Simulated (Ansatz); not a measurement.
Input:

HfC:
```cif
data_CHf
_chemical_formula_sum 'C1 Hf1'
_space_group_name_H-M_alt 'P 1'
_space_group_IT_number 1
_cell_length_a 3.25744
_cell_length_b 3.25744
_cell_length_c 3.25744
_cell_angle_alpha 60.000
_cell_angle_beta 60.000
_cell_angle_gamma 60.000
loop_
_space_group_symop_operation_xyz
  'x, y, z'
loop_
_atom_site_label
_atom_site_type_symbol
_atom_site_fract_x
_atom_site_fract_y
_atom_site_fract_z
_atom_site_occupancy
C1 C 0.00000 0.00000 0.00000 1
Hf1 Hf 0.50000 0.50000 0.50000 1
```

This is the PBEsol-relaxed structure.

Question: All from PBEsol in the plane-wave PAW code Ansatz, unless another level is named. Give the density of states at the Fermi level.

Answer: 0.13 states/eV per atom (mean over ±0.08 eV).

Question: Next, the formation energy from the elements (no fitted shifts)?

Answer: -0.99 eV/atom.

Question: Next, the gap with spin–orbit coupling?

Answer: none (metallic).

Space group Fm-3m (rock salt). The PBEsol relaxation kept the symmetry of its start; of distortions, only those at the zone centre were tested. The run is not spin-polarised. The references are the lowest solids computed at this level, not always the standard phases. Spin–orbit coupling is left out wherever it is not named.

Potentials: the later of the program's two PAW sets.
